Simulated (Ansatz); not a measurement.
This cell of Ga$_{2}$Pt (fluorite type, space group Fm-3m) is off equilibrium:

```
CELL_PARAMETERS angstrom
      0.00000     5.86926     5.86926
      2.93463     0.00000     2.93463
      2.93463     2.93463     0.00000
ATOMIC_POSITIONS crystal
  Ga 0.37500 0.79939 0.71811
  Ga 0.87500 0.70061 0.78189
  Ga 0.12500 0.20061 0.28189
  Ga 0.62500 0.29939 0.21811
  Pt 0.00000 0.02684 0.98267
  Pt 0.50000 0.97316 0.01733
```

Calculation: LDA (plane waves to 420 eV, PAW, scalar-relativistic; Ansatz, a first-principles code). k mesh 7×14×14 (Γ-centred), Fermi-Dirac smearing 0.05 eV. Stress and pressure are positive under compression. With partly filled bands, energies and forces of such displacements shift with the k mesh and the smearing. Ga2Pt is run without spin polarisation. Ga2Pt was relaxed with its symmetry unable to fall. Spin-orbit coupling is left out, though Pt is heavy. This is a high-temperature form of Ga2Pt.

**Question.** What forces act on the atoms (eV/Å, Cartesian)?

**Answer.** 
| atom | Fx | Fy | Fz |
|---|---|---|---|
| Ga1 | 0.098 | 0.702 | -0.943 |
| Ga2 | 1.236 | -1.287 | 1.948 |
| Ga3 | -0.098 | -0.702 | 0.943 |
| Ga4 | -1.236 | 1.287 | -1.948 |
| Pt5 | -0.969 | 1.641 | -2.226 |
| Pt6 | 0.969 | -1.641 | 2.226 |

**Question.** What is the stress tensor (GPa)?

**Answer.** 
```
    6.9     -2.2      2.0
   -2.2      6.0     -3.7
    2.0     -3.7      4.8
```
The pressure, a third of the trace, is 5.9 GPa.

(A displaced cell: forces are minus the slopes of the energy, force constants its curvatures, and phonons follow from these.)
